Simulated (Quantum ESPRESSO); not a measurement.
# Planted mistakes on one cell of AlGe2N3S

These are calculations, not measurements. They come from pw.x of Quantum ESPRESSO 7.5, a plane-wave density functional program, with PseudoDojo standard norm-conserving files (v0.5 for PBE, v0.4.1 for LDA and PBEsol). The cells are made up: elements, strain and atom displacements were drawn at random, and nothing was relaxed. There is no spin polarisation, spin-orbit coupling or dispersion term.

The cell has 8 sites of a zincblende or diamond lattice. Sites 1 to 4 hold empty Al Ge Ge; sites 5 to 8 hold N S N N. Cell vectors in Å: (4.684, 0.016, -0.045); (0.016, 4.600, 0.071); (-0.045, 0.071, 4.647). Settings: PBE, cutoff 1143 eV, 4 x 4 x 4 k mesh shifted by half a step, Fermi-Dirac smearing of 0.025 eV.

The intended run has a self-consistency threshold of 1e-07 eV, a smearing term of 0.000 eV, a pressure of 0.20 GPa and 12 iterations. Each further run changes one thing: all lengths scaled by 1.0176; atoms of sites 2 and 7 exchanged; cutoff 790 eV; files of PBEsol; k mesh 1 x 1 x 1; one electron added; smearing 0.78 eV; threshold 0.4 eV. A coarse mesh keeps the shift, and a charged cell sits in a uniform background.

| run | change of free energy (eV) | smearing term -TS (eV) | change of P (GPa) | largest change of a force component (eV/Å) | iterations |
| --- | --- | --- | --- | --- | --- |
| A | 8.588 | 0.000 | -3.94 | 0.251 | 12 |
| B | 0.178 | 0.000 | 2.61 | 1.066 | 4 |
| C | 6.419 | 0.000 | 7.37 | 0.948 | 14 |
| D | 1.869 | 0.000 | -29.59 | 0.040 | 12 |
| E | 0.094 | 0.000 | -5.75 | 0.872 | 12 |
| F | 9.873 | -0.006 | 25.63 | 0.637 | 13 |
| G | -0.985 | -2.946 | 4.40 | 0.436 | 12 |
| H | 10.004 | -0.003 | 22.66 | 10.433 | 13 |

A rerun of the intended cell at 1437 eV and k mesh 6 x 6 x 6 moved values by no more than 0.004 eV in the cell's energy, 0.02 GPa in stress and 0.002 eV/Å in force.

Question: which change belongs to which run?

## Worked reading

Run B has the fewest iterations, as a run stopped early does. Run G has the largest smearing term, as wide smearing gives. Run D has a higher energy and the largest fall in pressure, as too small a basis gives. Run E changes the volume by a factor of 1.0537; minus its pressure change over the logarithm of that factor, 110 GPa, is a rough bulk modulus with clamped atoms. Energies from files of another functional, or of a charged cell, have another zero and say nothing on stability; the pressure of a charged cell rests on the program's zero of potential too.

## Key

```
run,change
A,files of PBEsol
B,threshold 0.4 eV
C,k mesh 1 x 1 x 1
D,cutoff 790 eV
E,all lengths scaled by 1.0176
F,one electron added
G,smearing 0.78 eV
H,atoms of sites 2 and 7 exchanged
```